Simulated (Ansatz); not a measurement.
Relaxed C (diamond):

```xyz
2
Lattice="0.0000 1.7858 1.7858 1.7858 0.0000 1.7858 1.7858 1.7858 0.0000" Properties=species:S:1:pos:R:3 pbc="T T T"
C      0.0000     0.0000     0.0000
C      0.8929     0.8929     0.8929
```

Scan: atom 2 (C, nearest neighbour C at 1.547 Å; its periodic images, 2.5 Å or more away, move with it) is displaced along Cartesian [111], direction (0.577, 0.577, 0.577) in Cartesian axes, by s. The other atoms stay.

Computed with PBE (plane waves to 420 eV, PAW, scalar-relativistic; Ansatz, a quantum-chemistry and plane-wave program). k mesh 13×13×13 (Γ-centred), Fermi-Dirac smearing 0.05 eV. The energy includes the smearing's −TS. Left out: 1 of 11 points, with atoms too close for the PAW data. As the smearing reaches across the gap at some points, energies and forces of such displacements shift with the k mesh and the smearing. F∥ is the force on the atom along that direction. C was relaxed with its symmetry unable to fall. The zero of ΔE is the undisplaced structure.

Q: Give the computed ΔE (meV/cell) and F∥ (eV/Å) at s (Å) = -0.368, -0.276, -0.092, 0.092, 0.368.

A: 
```
s (Å)   ΔE (meV/cell)  F∥ (eV/Å)
------  -------------  ---------
-0.368           3599     22.467
-0.276           1876     15.297
-0.092            173      3.955
0.092             138     -2.791
0.368            1283     -4.055
```

(A displaced cell: forces are minus the slopes of the energy, force constants its curvatures, and phonons follow from these.)
